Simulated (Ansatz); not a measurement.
Input file for Ansatz (a first-principles code):

Ansatz 0.2 input:
```yaml
crystal:
  lattice:
    - [3.9188950035, 0.0, 0.0]
    - [-1.9594475017, 3.3938626278, 0.0]
    - [0.0, 0.0, 12.8504028872]
  atoms:
    - { symbol: Ge, position: [0.0, 0.0, 0.9997096109] }
    - { symbol: Ge, position: [0.0, 0.0, 0.4997096109] }
    - { symbol: Ge, position: [0.6666666667, 0.3333333333, 0.7505539057] }
    - { symbol: Ge, position: [0.3333333333, 0.6666666667, 0.2505539057] }
    - { symbol: Si, position: [0.0, 0.0, 0.8130638404] }
    - { symbol: Si, position: [0.0, 0.0, 0.3130638404] }
    - { symbol: Si, position: [0.6666666667, 0.3333333333, 0.5623026432] }
    - { symbol: Si, position: [0.3333333333, 0.6666666667, 0.0623026432] }
kpoints:
  mp_grid: { grid: [5, 5, 2] }
hamiltonian:
  xc: hse06
  pseudopotentials: { kind: paw }
magnetization: { noncollinear: true, spin_orbit: true }
scf:
  n_extra_bands: 16
  occupations: { method: gaussian, width: 0.02 }
output:
  eigenvalues: true
  eigenstates:
    e_range: [-9.0, 9.6]
    kpoints:
      - [0.0, 0.0, 0.0]  # VBM
      - [0.0, 0.427083, 0.132813]  # CBM
      - [0.0, 0.0, 0.0]  # GAMMA
      - [0.0, 0.0, 0.5]  # A
      - [0.3333333333, 0.3333333333, 0.0]  # K
      - [0.3333333333, 0.3333333333, 0.5]  # H
      - [0.5, 0.0, 0.0]  # M
      - [0.5, 0.0, 0.5]  # L
```

Output (shortened):

```
Pseudopotential: Ge, paw_fr, valence charge 14
Pseudopotential: Si, paw_fr, valence charge 4
Functional definition: HSE06
non-collinear run that drives no moment, with spin-orbit …
Crystal: 8 atoms, lattice volume = 170.913 Å³
Basis set: ecut = 420 eV, 3391 PW (Γ)
Bands: 88, of which v1, the nominal top of the filled ones, is band 72 counted from 1 (71 counted from 0)
Symmetry: 12 space group operations + 12 with time reversal
k-points: 10 of 50
Projection manifold: j_resolved (fully-relativistic pseudo-atomic orbitals)
SCF iter   1: F=—  HF=-19723.418955 eV  |F-HF|=—  |Δ(HF+E_count)|=         —  Δρ=4.00e-2  dr2=2.41e0  dr2_m=0.00e0 (ungated)  ethr=1.00e-1  |M|=0.00e0 ∫|m|=0.00e0 μB  |m|>n=0.0e0 m-floor=0.0e0 τ_xc=0.0e0  β_m=0.30  ⟨swp⟩=4.2  Hψ=3346  notcnv=0
preconditioner: auto → none
SCF iter   2: F=—  HF=-19723.269763 eV  |F-HF|=—  |Δ(HF+E_count)|=   1.49e-1  Δρ=2.75e-2  dr2=1.05e0  dr2_m=0.00e0 (ungated)  ethr=3.34e-3  |M|=0.00e0 ∫|m|=0.00e0 μB  |m|>n=0.0e0 m-floor=0.0e0 τ_xc=0.0e0  β_m=0.57  ⟨swp⟩=3.6  Hψ=2003  notcnv=0  defer=10
iter 3 solved again at ethr=2.90e-5 eV; its pass at ethr=1.45e-3 eV (dr2=2.09e-2 eV) is discarded
SCF iter   3: F=—  HF=-19723.158966 eV  |F-HF|=—  |Δ(HF+E_count)|=   1.11e-1  Δρ=3.18e-3  dr2=2.05e-2  dr2_m=0.00e0 (ungated)  ethr=2.90e-5  |M|=0.00e0 ∫|m|=0.00e0 μB  |m|>n=0.0e0 m-floor=0.0e0 τ_xc=0.0e0  β_m=0.50  ⟨swp⟩=6.3  Hψ=4785  notcnv=0  defer=26
SCF iter   4: F=—  HF=-19723.144246 eV  |F-HF|=—  |Δ(HF+E_count)|=   1.47e-2  Δρ=1.49e-3  dr2=3.60e-3  dr2_m=0.00e0 (ungated)  ethr=2.84e-5  |M|=0.00e0 ∫|m|=0.00e0 μB  |m|>n=0.0e0 m-floor=0.0e0 τ_xc=0.0e0  β_m=0.62  ⟨swp⟩=3.9  Hψ=2624  notcnv=0  defer=14
SCF iter   5: F=—  HF=-19723.145105 eV  |F-HF|=—  |Δ(HF+E_count)|=   8.59e-4  Δρ=9.09e-4  dr2=4.86e-3  dr2_m=0.00e0 (ungated)  ethr=5.00e-6  |M|=0.00e0 ∫|m|=0.00e0 μB  |m|>n=0.0e0 m-floor=0.0e0 τ_xc=0.0e0  β_m=0.52  ⟨swp⟩=4.2  Hψ=2571  notcnv=0  defer=10
SCF iter   6: F=—  HF=-19723.144152 eV  |F-HF|=—  |Δ(HF+E_count)|=   9.54e-4  Δρ=3.07e-4  dr2=1.07e-4  dr2_m=0.00e0 (ungated)  ethr=5.00e-6  |M|=0.00e0 ∫|m|=0.00e0 μB  |m|>n=0.0e0 m-floor=0.0e0 τ_xc=0.0e0  β_m=0.58  ⟨swp⟩=3.7  Hψ=2129  notcnv=0  defer=10
SCF iter   7: F=-19723.144156 eV  HF=-19723.144156 eV  |F-HF|=5.28e-7  |Δ(HF+E_count)|=   4.53e-6  Δρ=1.00e-4  dr2=1.15e-5  dr2_m=0.00e0 (ungated)  ethr=1.49e-7  |M|=0.00e0 ∫|m|=0.00e0 μB  |m|>n=0.0e0 m-floor=0.0e0 τ_xc=0.0e0  ⟨swp⟩=3.5  Hψ=2178  notcnv=0  defer=3
SCF 1 stopped early in 7 iterations: F = -19723.144156 eV  dr2 = 1.15e-5
Crystal: 8 atoms, lattice volume = 170.913 Å³
Projection manifold: j_resolved (fully-relativistic pseudo-atomic orbitals)
Exchange kernel: α = 0.2500, screened, ω = 0.2079 Å⁻¹, Wigner–Seitz truncation, v(0) = 1045.0311 eV·Å³, q-mesh 5×5×2, nearest image of the exchange supercell L …
Frozen-core exchange: fock
SCF iter   1: F=—  HF=-19725.484967 eV  |F-HF|=—  |Δ(HF+E_count)|=         —  Δρ=9.05e-3  dr2=5.51e-2  dr2_m=0.00e0 (ungated)  ethr=1.60e-7  |M|=0.00e0 ∫|m|=0.00e0 μB  |m|>n=0.0e0 m-floor=0.0e0 τ_xc=0.0e0  β_m=0.30  ⟨swp⟩=9.5  Hψ=5068  notcnv=0
preconditioner: auto → none
SCF iter   2: F=—  HF=-19725.450059 eV  |F-HF|=—  |Δ(HF+E_count)|=   3.49e-2  Δρ=3.96e-3  dr2=1.70e-2  dr2_m=0.00e0 (ungated)  ethr=1.60e-7  |M|=0.00e0 ∫|m|=0.00e0 μB  |m|>n=0.0e0 m-floor=0.0e0 τ_xc=0.0e0  β_m=0.56  ⟨swp⟩=5.0  Hψ=3604  notcnv=0
SCF iter   3: F=—  HF=-19725.443763 eV  |F-HF|=—  |Δ(HF+E_count)|=   6.30e-3  Δρ=4.50e-4  dr2=2.75e-3  dr2_m=0.00e0 (ungated)  ethr=1.60e-7  |M|=0.00e0 ∫|m|=0.00e0 μB  |m|>n=0.0e0 m-floor=0.0e0 τ_xc=0.0e0  β_m=0.51  ⟨swp⟩=5.0  Hψ=3279  notcnv=0
SCF iter   4: F=—  HF=-19725.467015 eV  |F-HF|=—  |Δ(HF+E_count)|=   2.33e-2  Δρ=8.12e-4  dr2=4.23e-4  dr2_m=0.00e0 (ungated)  ethr=1.60e-7  |M|=0.00e0 ∫|m|=0.00e0 μB  |m|>n=0.0e0 m-floor=0.0e0 τ_xc=0.0e0  β_m=0.51  ⟨swp⟩=5.0  Hψ=3600  notcnv=0
SCF iter   5: F=—  HF=-19725.466967 eV  |F-HF|=—  |Δ(HF+E_count)|=   4.83e-5  Δρ=1.63e-4  dr2=1.11e-4  dr2_m=0.00e0 (ungated)  ethr=1.60e-7  |M|=0.00e0 ∫|m|=0.00e0 μB  |m|>n=0.0e0 m-floor=0.0e0 τ_xc=0.0e0  β_m=0.63  ⟨swp⟩=3.3  Hψ=2291  notcnv=0
SCF iter   6: F=—  HF=-19725.467599 eV  |F-HF|=—  |Δ(HF+E_count)|=   6.32e-4  Δρ=1.50e-4  dr2=7.99e-5  dr2_m=0.00e0 (ungated)  ethr=6.52e-8  |M|=0.00e0 ∫|m|=0.00e0 μB  |m|>n=0.0e0 m-floor=0.0e0 τ_xc=0.0e0  β_m=0.63  ⟨swp⟩=4.5  Hψ=2715  notcnv=0
SCF iter   7: F=-19725.467571 eV  HF=-19725.467584 eV  |F-HF|=1.30e-5  |Δ(HF+E_count)|=   1.58e-5  Δρ=3.71e-5  dr2=1.60e-5  dr2_m=0.00e0 (ungated)  ethr=6.52e-8  |M|=0.00e0 ∫|m|=0.00e0 μB  |m|>n=0.0e0 m-floor=0.0e0 τ_xc=0.0e0  ⟨swp⟩=4.0  Hψ=1929  notcnv=0
SCF 2 stopped early in 7 iterations: F = -19725.467571 eV  dr2 = 1.60e-5
hybrid outer 1: dexx = +2.852e-2 eV, tail = 1.34e-4 eV
Crystal: 8 atoms, lattice volume = 170.913 Å³
Projection manifold: j_resolved (fully-relativistic pseudo-atomic orbitals)
Exchange kernel: α = 0.2500, screened, ω = 0.2079 Å⁻¹, Wigner–Seitz truncation, v(0) = 1045.0311 eV·Å³, q-mesh 5×5×2, nearest image of the exchange supercell L …
Frozen-core exchange: fock
SCF iter   1: F=—  HF=-19725.468344 eV  |F-HF|=—  |Δ(HF+E_count)|=         —  Δρ=7.16e-5  dr2=4.96e-6  dr2_m=0.00e0 (ungated)  ethr=9.30e-7  |M|=0.00e0 ∫|m|=0.00e0 μB  |m|>n=0.0e0 m-floor=0.0e0 τ_xc=0.0e0  β_m=0.30  ⟨swp⟩=5.2  Hψ=2066  notcnv=0
preconditioner: auto → none
iter 2 solved again at ethr=3.15e-10 eV; its pass at ethr=5.22e-9 eV (dr2=2.26e-7 eV) is discarded
SCF iter   2: F=—  HF=-19725.468345 eV  |F-HF|=—  |Δ(HF+E_count)|=   9.86e-7  Δρ=1.23e-5  dr2=6.11e-7  dr2_m=0.00e0 (ungated)  ethr=3.15e-10  |M|=0.00e0 ∫|m|=0.00e0 μB  |m|>n=0.0e0 m-floor=0.0e0 τ_xc=0.0e0  β_m=0.51  ⟨swp⟩=2.5  Hψ=4540  notcnv=0
SCF iter   3: F=—  HF=-19725.468347 eV  |F-HF|=—  |Δ(HF+E_count)|=   2.26e-6  Δρ=9.03e-6  dr2=3.48e-7  dr2_m=0.00e0 (ungated)  ethr=3.15e-10  |M|=0.00e0 ∫|m|=0.00e0 μB  |m|>n=0.0e0 m-floor=0.0e0 τ_xc=0.0e0  β_m=0.51  ⟨swp⟩=4.5  Hψ=2752  notcnv=0
SCF iter   4: F=-19725.468347 eV  HF=-19725.468347 eV  |F-HF|=3.16e-8  |Δ(HF+E_count)|=   8.09e-8  Δρ=2.71e-6  dr2=1.25e-8  dr2_m=0.00e0 (ungated)  ethr=3.15e-10  |M|=0.00e0 ∫|m|=0.00e0 μB  |m|>n=0.0e0 m-floor=0.0e0 τ_xc=0.0e0  ⟨swp⟩=3.0  Hψ=1802  notcnv=0
SCF 3 converged in 4 iterations: F = -19725.468347 eV  dr2 = 1.25e-8
hybrid outer 2: dexx = +2.979e-6 eV, tail = 1.45e-7 eV, Δε = 2.76e-3 eV (about 1.25e-4 eV left of the loop's levels)
NSCF: frozen V_eff on 8 k-points
hybrid SCF converged: 2 outer / 11 inner (+7 warm-up), last move |dexx| = 2.98e-6 eV, tail = 1.45e-7 eV
Stability not checked (fock_operator)
Magnetization: |M| = 0.0000 μB,  M = (+0.0000, +0.0000, +0.0000) μB
Absolute magnetization: 0.0000 μB (∫|m|)
  site 0: m = (+0.0000, +0.0000, +0.0000) μB, |m| = 0.0000 μB  (R = 0.99 Å)
  site 1: m = (+0.0000, +0.0000, +0.0000) μB, |m| = 0.0000 μB  (R = 0.99 Å)
  site 2: m = (+0.0000, +0.0000, +0.0000) μB, |m| = 0.0000 μB  (R = 0.99 Å)
  site 3: m = (+0.0000, +0.0000, +0.0000) μB, |m| = 0.0000 μB  (R = 0.99 Å)
  site 4: m = (+0.0000, +0.0000, +0.0000) μB, |m| = 0.0000 μB  (R = 0.99 Å)
  site 5: m = (+0.0000, +0.0000, +0.0000) μB, |m| = 0.0000 μB  (R = 0.99 Å)
  site 6: m = (+0.0000, +0.0000, +0.0000) μB, |m| = 0.0000 μB  (R = 0.99 Å)
  site 7: m = (+0.0000, +0.0000, +0.0000) μB, |m| = 0.0000 μB  (R = 0.99 Å)
Free energy (F): -19725.468347 eV
Frozen-core exchange: fock
Harris-Foulkes:  -19725.468347 eV  (|F-HF|=3.16e-8)
Internal energy: -19725.468347 eV  (E = F + TS)
E sigma→0 (E₀):  -19725.468347 eV
Fermi energy:    7.811496 eV
--- Per-component energies (eV) ---
  E_band       = -770.940928
  E_kinetic    = 604.082898
  E_local      = -10618.331897  (includes V_loc(G=0)·N_el)
  E_nonlocal   = 1781.956494
  E_hartree    = 4676.582702
  E_xc         = -423.244351
  E_vxc        = -360.388372  (∫ρ·V_xc dr)
  E_exx        = -240.343981  (= α·E_x^exact, valence–valence)
  E_paw        = -9996.577456  (= ΣΔE_a)
  E_vpaw       = -1050.735342  (= ΣTr[D̂ρ^β])
  E_aug_tail   = 0.001257  (compensation charges beyond the density's cutoff)
  E_ewald      = -5507.899667
  E_core_change = -1.694344  (= ΣΔE_core)
  E_smearing   =  0.000000  (= −TS)
  E_closure    = 0.000000  (closes the sum)
  Σ components = -19725.468347   (vs F -19725.468347, Δ=0.00e0)
  [band-id]    e_kinetic+e_local+e_nonlocal+2·e_hartree+e_vxc+2·e_exx+e_vpaw+e_augmentation_tail = -770.937522   (vs E_band -770.940928, Δ=3.41e-3)
--- Band table (eV; the first three rows and the last of 10) ---
  k-point 0: bands = ["-20.6529", "-20.6529", "-20.6520", "-20.6520", "-20.6489", "-20.6489", "-20.6488", "-20.6488", "-20.6487", "-20.6487", "-20.6481", "-20.6481", "-20.6460", "-20.6460", "-20.6458", "-20.6458", "-20.0618", "-20.0618", "-20.0611", …
  k-point 1: bands = ["-20.6525", "-20.6525", "-20.6525", "-20.6525", "-20.6487", "-20.6487", "-20.6487", "-20.6487", "-20.6485", "-20.6485", "-20.6485", "-20.6485", "-20.6459", "-20.6459", "-20.6459", "-20.6459", "-20.0615", "-20.0615", "-20.0615", …
  k-point 2: bands = ["-20.6526", "-20.6524", "-20.6523", "-20.6516", "-20.6494", "-20.6491", "-20.6489", "-20.6481", "-20.6478", "-20.6474", "-20.6474", "-20.6470", "-20.6450", "-20.6449", "-20.6448", "-20.6446", "-20.0612", "-20.0611", "-20.0609", …
  k-point 9: bands = ["-20.6521", "-20.6521", "-20.6514", "-20.6514", "-20.6487", "-20.6487", "-20.6481", "-20.6481", "-20.6467", "-20.6467", "-20.6445", "-20.6445", "-20.6441", "-20.6441", "-20.6416", "-20.6416", "-20.0607", "-20.0607", "-20.0581", …
```

The points marked VBM and CBM come from a semilocal run.

Space group P6_3mc. A made-up cell: these elements were put on the sites of a structure type; the Crystallography Open Database copy checked does not list it. Whether it is the stable phase at ambient conditions was not checked. The HSE06 relaxation kept the symmetry of its start; whether a distortion lowers the energy is not shown.

Potentials: the later of the program's two PAW sets.

Ansatz is a plane-wave DFT program.
